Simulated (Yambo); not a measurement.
Yambo run on CsCdCl₃ (cubic perovskite, space group Pm-3m, No. 221). The wavefunctions come from this Quantum ESPRESSO step (PBEsol, PseudoDojo standard norm-conserving files, fully relativistic):

```
&CONTROL
  calculation = 'nscf'
  pseudo_dir = './pseudo'
  outdir = './out'
/
&SYSTEM
  ibrav = 0
  nat = 5
  ntyp = 3
  ecutwfc = 102.0
  ecutrho = 408.0
  occupations = 'fixed'
  force_symmorphic = .true.
  nbnd = 316
  noncolin = .true.
  lspinorb = .true.
/
&ELECTRONS
  conv_thr = 5e-09
  diago_full_acc = .true.
  diago_thr_init = 1e-08
/
ATOMIC_SPECIES
Cl 35.4500 Cl.upf
Cd 112.4140 Cd.upf
Cs 132.9055 Cs.upf
CELL_PARAMETERS angstrom
  5.264400000000   0.000000000000   0.000000000000
  0.000000000000   5.264400000000   0.000000000000
  0.000000000000   0.000000000000   5.264400000000
ATOMIC_POSITIONS crystal
Cl   0.000000000000   0.500000000000   0.500000000000
Cl   0.500000000000   0.000000000000   0.500000000000
Cl   0.500000000000   0.500000000000   0.000000000000
Cd   0.500000000000   0.500000000000   0.500000000000
Cs   0.000000000000   0.000000000000   0.000000000000
K_POINTS automatic
2 2 2 0 0 0
```

Yambo input:

```
rim_cut
gw0
dyson
el_el_corr
HF_and_locXC
ppa
em1d
RandQpts= 1000000
RandGvec= 1 Ry
EXXRLvcs= 102 Ry
VXCRLvcs= 408 Ry
Chimod= "HARTREE"
% BndsRnXp
 9 | 312 |
%
NGsBlkXp= 6 Ry
% LongDrXp
 1.0 | 1.0 | 1.0 |
%
PPAPntXp= 27.2114 eV
% GbndRnge
 1 | 312 |
%
GTermKind= "BG"
DysSolver= "n"
ExtendOut
% QPkrange
 1 | 1 | 48 | 52 |
 2 | 2 | 50 | 51 |
 3 | 3 | 50 | 51 |
 4 | 4 | 50 | 51 |
%
```

k points by index: 1 = Γ, 2 = X, 3 = M, 4 = R.

Table of the .qp output:

```
#    K-point    Band    Eo [eV]    E [eV]    E-Eo [eV]    Vxc [eV]    Vnlxc [eV]    Sc|Eo [eV]    Sc|E [eV]    dSc/dw|Eo [eV]    Re(Z)    Im(Z)
#
    1    48    -0.438265    -1.750257    -1.311993    -14.25978    -18.60134    2.692881    3.029563    -6.982246    0.795800    -0.001395
    1    49    -0.438265    -1.749731    -1.311467    -14.25978    -18.60138    2.693548    3.030132    -6.983022    0.795782    -0.001400
    1    50    -0.438265    -1.748569    -1.310305    -14.25978    -18.60139    2.695016    3.031304    -6.983053    0.795781    -0.001402
    1    51    1.622808    2.705369    1.082561    -12.55301    -8.027727    -3.223302    -3.442725    -5.514970    0.831481    -0.001143
    1    52    1.622808    2.705369    1.082561    -12.55301    -8.027727    -3.223302    -3.442725    -5.514970    0.831481    -0.001143
    2    50    -0.697478    -2.045079    -1.347600    -13.90913    -18.37293    2.767438    3.116205    -7.041727    0.794418    -0.001439
    2    51    4.223754    5.235190    1.011436    -14.34033    -9.849588    -3.254585    -3.479304    -6.044979    0.818228    -0.001516
    3    50    -0.012683    -1.096911    -1.084228    -17.01647    -20.93206    2.562785    2.831353    -6.739670    0.801486    -0.001309
    3    51    5.943496    7.142489    1.198993    -14.66698    -9.344288    -3.845835    -4.123701    -6.306403    0.811849    0.391261E-3
    4    50    0.000000    -1.099874    -1.099874    -16.95078    -20.91379    2.590166    2.863141    -6.752847    0.801176    -0.001308
    4    51    5.671354    6.550206    0.878852    -9.695846    -5.092333    -3.557838    -3.724661    -5.164642    0.840478    -0.001024
```
(The two width columns are left out.) Convergence of these settings isn't established.

Geometry of the Materials Project entry, not relaxed at this level.
